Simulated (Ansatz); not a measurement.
Starting cell, GaAs (zinc blende):

```
GaAs
1.0
    0.00000     5.74607     5.74607
    2.87304     0.00000     2.87304
    2.87304     2.87304     0.00000
As Ga
2 2
Direct
  0.37500   0.75000   0.75000
  0.87500   0.75000   0.75000
  0.00000   0.00000   0.00000
  0.50000   0.00000   0.00000
```

A phonon eigenvector at L = (0.5, 0.0, 0.0) is frozen into this cell: atom i moves by Q times the vector below, so Q is the largest atomic displacement, in Å. The cell is held. It is one choice among 2 degenerate patterns. (q is in reciprocal vectors of the primitive cell; the cell shown is doubled to hold the pattern.)

```json
[
 {"atom": "As1", "x": "0.267", "y": "-0.486", "z": "0.753"},
 {"atom": "As2", "x": "-0.267", "y": "0.486", "z": "-0.753"},
 {"atom": "Ga3", "x": "-0.285", "y": "0.520", "z": "-0.805"},
 {"atom": "Ga4", "x": "0.285", "y": "-0.520", "z": "0.805"}
]
```

Calculation: PBE (plane waves to 420 eV, PAW, scalar-relativistic; Ansatz, a first-principles code). k mesh 5×10×10 (Γ-centred), Fermi-Dirac smearing 0.05 eV. Energies are smeared free energies. Stress and pressure are positive under compression. GaAs was relaxed with its symmetry unable to fall. The PAW data are Ansatz's earlier set. ΔE is measured from the undisplaced structure.

Give the computed ΔE (meV/cell) and P (GPa) at Q (Å) = -0.150, -0.120, 0.120, 0.150, 0.180.


```json
[
 {"Q (Å)": "-0.150", "ΔE (meV/cell)": "40.6", "P (GPa)": "-0.17"},
 {"Q (Å)": "-0.120", "ΔE (meV/cell)": "25.8", "P (GPa)": "-0.11"},
 {"Q (Å)": "0.120", "ΔE (meV/cell)": "25.8", "P (GPa)": "-0.11"},
 {"Q (Å)": "0.150", "ΔE (meV/cell)": "40.6", "P (GPa)": "-0.17"},
 {"Q (Å)": "0.180", "ΔE (meV/cell)": "59.0", "P (GPa)": "-0.23"}
]
```

(For displaced atoms, the force is minus the slope of the energy, and its curvature is a force constant, which sets phonon frequencies.)
